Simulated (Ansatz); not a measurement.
One crystal and one scan (frozen-phonon scan) at two levels, PBE (plane waves to 420 eV, PAW, scalar-relativistic; Ansatz, a first-principles code) and r2SCAN (plane waves to 500 eV, PAW, scalar-relativistic; Ansatz), each from its own relaxed cell and on its own mesh. The cell shown is that of PBE.

Starting cell, Ru (hcp, Mg type):

```
Ru
1.0
    5.44406     0.00000     0.00000
   -1.36102     2.35735     0.00000
    0.00000     0.00000     4.29074
Ru
4
Cartesian
  0.00000   1.57157   3.21805
  2.72203   1.57157   3.21805
  1.36102   0.78578   1.07268
  4.08305   0.78578   1.07268
```

A phonon eigenvector at M = (0.5, 0.0, 0.0) is frozen into this cell: atom i moves by Q times the vector below, so Q is the largest atomic displacement, in Å. The cell is held. (q is in reciprocal vectors of the primitive cell; the cell shown is doubled to hold the pattern.)

```csv
atom,x,y,z
Ru1,0.000,0.000,-1.000
Ru2,0.000,0.000,1.000
Ru3,0.000,0.000,-1.000
Ru4,0.000,0.000,1.000
```

Ru is run without spin polarisation. Ru was relaxed with its symmetry unable to fall. The PAW data are Ansatz's earlier set. With partly filled bands, energies and forces of such displacements shift with the k mesh and the smearing. Percentages come from the unrounded values. Both scans cover Q from -0.100 to 0.100 Å.

Results of PBE:

```
Quantity                                                                                                                                           Value
----------------------------------------------------------------------------------------  --------------------------------------------------------------
Lattice constant a (Å)                                                                                                                             2.722
Lattice constant c (Å)                                                                                                                             4.291
Relaxed volume (Å³/atom)                                                                                                                           13.77
Energy at Q = 0.100 Å (meV/cell)                                                                                                                     225
Harmonic wavenumber from the curvature (finite differences) (cm⁻¹ (negative: imaginary))                                                             171
Space group of the distorted cell                                                                                   Pnnm (No. 58), lowered from P6_3/mmc
Symmetry of the curve                                                                                                      even: the same for both signs
Shape of the curve                                                                        a single well with its minimum at or next to zero displacement
```

Estimate the r2SCAN values.


| quantity | r2SCAN | PBE − r2SCAN |
|---|---|---|
| Lattice constant a (Å) | 2.706 | +0.016 (+0.6 %) |
| Lattice constant c (Å) | 4.262 | +0.029 (+0.7 %) |
| Relaxed volume (Å³/atom) | 13.51 | +0.26 (+1.9 %) |
| Energy at Q = 0.100 Å (meV/cell) | 237 | -12 (-5 %) |
| Harmonic wavenumber from the curvature (finite differences) (cm⁻¹ (negative: imaginary)) | 175 | -4 (-2 %) |

PBE gives the higher value for: lattice constant a; lattice constant c; relaxed volume. PBE gives the lower value for: energy at Q = 0.100 Å; harmonic wavenumber from the curvature. Both give the same space group of the distorted cell: Pnnm (No. 58), lowered from P6_3/mmc. Neither level is exact: the differences show how much the result hangs on the functional.

(For displaced atoms, the force is minus the slope of the energy, and its curvature is a force constant, which sets phonon frequencies.)
